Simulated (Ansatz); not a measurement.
TaN (P6/mmm): electronic heat capacity and spin susceptibility from the density of states

Level of theory: Ansatz 0.2.0, DFT PBEsol, scalar-relativistic, plane waves, PAW.

Settings: cutoff 420 eV, Γ-centred mesh 12×12×12 on the computed 6-atom cell, Gaussian smearing of 0.10 eV; no spin polarisation.

Relaxed cell: P6/mmm, a = 5.205 Å, b = 5.205 Å, c = 2.904 Å, α = 90.00°, β = 90.00°, γ = 120.00°, 6 atoms in the primitive cell. This form isn't the usual stable structure of the compound.

The density of states at the Fermi level is 0.622 states/eV in the cell of 6 atoms (3 formula units; both spins, tetrahedra on a 18×18×18 mesh).

Q: What Sommerfeld coefficient and Pauli susceptibility does this give?

A: Per formula unit N(E_F) = 0.207 states/eV. γ = (π²/3) k_B² N(E_F) N_A = 2.357 mJ/(mol K²) per state/eV, so γ = 0.5 mJ/(mol K²), a mole of formula units. χ_P = μ_B² N(E_F) N_A = 3.23×10⁻⁵ emu/mol per state/eV gives 0.7×10⁻⁵ emu/mol. This is the bare band result: a measured γ of the same phase is as a rule larger by a factor 1 + λ from phonons and spin fluctuations, the spin part of χ is larger by the Stoner factor, and a measured χ also holds orbital and core terms. N(E_F) at one energy is sensitive to the mesh where the density of states has sharp peaks.

Spin-orbit coupling is left out, which matters for the bands of heavy elements.

Cost: 1 run of about 1.3 core-minutes, on AMD EPYC 9R45 (Zen 5) (shared hosts).